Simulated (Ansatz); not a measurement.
In$_{15}$O$_{24}$Sn:
```
CELL_PARAMETERS angstrom
      7.18724     4.14956     2.94505
     -7.18724     4.14956     2.94505
      0.00000    -8.29912     2.94505
ATOMIC_POSITIONS crystal
  In 0.50000 0.50000 0.00000
  In 0.00000 0.50000 0.50000
  In 0.50000 0.00000 0.50000
  In 0.24943 0.03404 0.78210
  In 0.53334 0.28461 0.25055
  In 0.96596 0.21790 0.75057
  In 0.28461 0.25055 0.53334
  In 0.21790 0.75057 0.96596
  In 0.74945 0.46666 0.71539
  In 0.03404 0.78210 0.24943
  In 0.71539 0.74945 0.46666
  In 0.46666 0.71539 0.74945
  In 0.78210 0.24943 0.03404
  In 0.75057 0.96596 0.21790
  In 0.25055 0.53334 0.28461
  O  0.96031 0.95374 0.73683
  O  0.45553 0.49333 0.22738
  O  0.04626 0.26317 0.03969
  O  0.76361 0.22543 0.27048
  O  0.73883 0.00825 0.46662
  O  0.22543 0.27048 0.76361
  O  0.26317 0.03969 0.04626
  O  0.72952 0.23639 0.77457
  O  0.26117 0.99175 0.53338
  O  0.77457 0.72952 0.23639
  O  0.95374 0.73683 0.96031
  O  0.23639 0.77457 0.72952
  O  0.54447 0.50667 0.77262
  O  0.73683 0.96031 0.95374
  O  0.99175 0.53338 0.26117
  O  0.50667 0.77262 0.54447
  O  0.53338 0.26117 0.99175
  O  0.03969 0.04626 0.26317
  O  0.00825 0.46662 0.73883
  O  0.49333 0.22738 0.45553
  O  0.46662 0.73883 0.00825
  O  0.22738 0.45553 0.49333
  O  0.27048 0.76361 0.22543
  O  0.77262 0.54447 0.50667
  Sn 0.00000 0.00000 0.00000
```

Relaxed with r²SCAN. Special points in fractions of this cell's reciprocal vectors: Γ (0.000, 0.000, 0.000); L (0.500, 0.000, 0.000); T (0.500, -0.500, 0.500); P0 (0.251, -0.749, 0.251); P2 (0.251, 0.251, 0.251); F (0.500, -0.500, 0.000).

Task: List the band energies nearest the Fermi level at these points for r²SCAN in the plane-wave PAW code Ansatz.

Result: In eV from the Fermi level; about four levels below and three above (degenerate sets whole), none deeper than 8.9 eV; points with the same levels are listed once.

```json
[
 {"k": "Γ", "below": "-3.30 -3.25 -3.25 -1.72", "above": "2.54 2.70 2.70"},
 {"k": "L", "below": "-3.42 -3.40 -3.28 -3.26", "above": "0.27 0.37 2.11"},
 {"k": "T", "below": "-3.44 -3.44 -3.42 -3.37", "above": "1.16 1.28 1.28"},
 {"k": "P0", "below": "-3.36 -3.32 -3.32 -3.31", "above": "0.85 1.00 1.00"},
 {"k": "F", "below": "-3.40 -3.39 -3.31 -3.31", "above": "0.32 0.38 2.07"}
]
```

Space group R-3. The start of the workflow was typed in or built on a structure type; the Crystallography Open Database copy checked does not list it. Whether it is the stable phase at ambient conditions was not checked. The cell was relaxed with r²SCAN under the symmetry of its start; whether a distortion lowers the energy is not shown. With an odd number of electrons in the cell and no spin polarisation, the count alone makes it a metal. Spin–orbit coupling is left out wherever it is not named.

Potentials: the later of the program's two PAW sets.
